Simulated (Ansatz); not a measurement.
**NaTi2B6, before and after**

The cell of NaTi2B6 is invented: random cell by space group and Wyckoff sites (R-3m, No. 166). Lengths were set from tabulated atomic sizes, so they are only a guess.

start.cif

```cif
data_structure
_symmetry_space_group_name_H-M 'R-3m:H'
_symmetry_Int_Tables_number 166
_cell_length_a 5.1538
_cell_length_b 5.1538
_cell_length_c 10.3048
_cell_angle_alpha 90.000
_cell_angle_beta 90.000
_cell_angle_gamma 120.000
_cell_volume 237.04
loop_
_atom_site_label
_atom_site_type_symbol
_atom_site_symmetry_multiplicity
_atom_site_Wyckoff_symbol
_atom_site_fract_x
_atom_site_fract_y
_atom_site_fract_z
_atom_site_occupancy
Na1 Na 3 b 0.33333 0.66667 0.16667 1
Ti1 Ti 6 c 0.33333 0.66667 0.53323 1
B1 B 18 f 0.90321 0.33333 0.33333 1
```

Computed with DFT PBE, scalar-relativistic, plane waves, PAW in Ansatz 0.2.0. Cutoff 420 eV, Gaussian smearing, Γ-centred meshes. Cell and atoms relax first on a coarse mesh and then on a finer one. In between, the cell is made exact in the group found at 0.06 Å. In metals the finer mesh still leaves noise of several meV/atom or more. The steps can't lower the symmetry of their start. No spin polarisation in the relaxation; trial moments died out in a coarse test.

end.cif

```cif
data_structure
_symmetry_space_group_name_H-M 'R-3m:H'
_symmetry_Int_Tables_number 166
_cell_length_a 5.3153
_cell_length_b 5.3153
_cell_length_c 10.0821
_cell_angle_alpha 90.000
_cell_angle_beta 90.000
_cell_angle_gamma 120.000
_cell_volume 246.68
loop_
_atom_site_label
_atom_site_type_symbol
_atom_site_symmetry_multiplicity
_atom_site_Wyckoff_symbol
_atom_site_fract_x
_atom_site_fract_y
_atom_site_fract_z
_atom_site_occupancy
Na1 Na 3 b 0.33333 0.66667 0.16667 1
Ti1 Ti 6 c 0.33333 0.66667 0.50273 1
B1 B 18 f 0.99521 0.33333 0.33333 1
```

The symmetry stays R-3m (No. 166). The volume per atom grows by 4.1 %, from 8.8 to 9.1 Å³. The shortest distance goes from 1.22 Å (B–B) to 1.75 Å (B–B). The energy falls by about 3.6 eV/atom (the start's value is from the coarse mesh).

For NaTi2B6, the volume per atom is 9.14 Å³ and the density is 3.71 g/cm³. The energy over the elements is −0.43 eV/atom and the gap on the 12×12×12 mesh of the 9-atom cell is 0 eV (a metal).

Formation energies are uncorrected and refer to the elements' standard structures at the same level. A negative formation energy is needed for stability but isn't enough: competing phases decide.

The last run used Gaussian smearing of 0.10 eV. Symmetry constrained the relaxation, so the result can be a saddle point. In all, the 3 runs took 2.1 min on 1 thread of Intel(R) Xeon(R) Processor @ 2.70GHz (shared host).
